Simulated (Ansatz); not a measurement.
Given:

CdSe (zinc blende)

```
CELL_PARAMETERS angstrom
      0.00000     6.13327     6.13327
      3.06664     0.00000     3.06664
      3.06664     3.06664     0.00000
ATOMIC_POSITIONS crystal
  Se 0.37500 0.75000 0.75000
  Se 0.87500 0.75000 0.75000
  Cd 0.00000 0.00000 0.00000
  Cd 0.50000 0.00000 0.00000
```

In each cell atom 2 (Se, nearest neighbour Cd at 2.656 Å; its periodic images, 4.3 Å or more away, move with it) moves by s·(1.000, 0.000, 0.000) (along Cartesian x), the rest being held.

The numbers are results of r2SCAN (plane waves to 500 eV, PAW, scalar-relativistic; Ansatz, a program for electronic structure), not measurements. k mesh 4×8×8 (Γ-centred), Fermi-Dirac smearing 0.05 eV. Energies are smeared free energies. CdSe was relaxed with its symmetry unable to fall. ΔE is measured from the undisplaced structure.

The scan covers s from -0.270 to 0.270 Å in 11 points.

Is this a single well or a double well?

A single well with its minimum at or next to zero displacement.

What is the force constant k = d²E/ds² of this move at s = 0?

5.66 eV/Å².

(A displaced cell: forces are minus the slopes of the energy, force constants its curvatures, and phonons follow from these.)
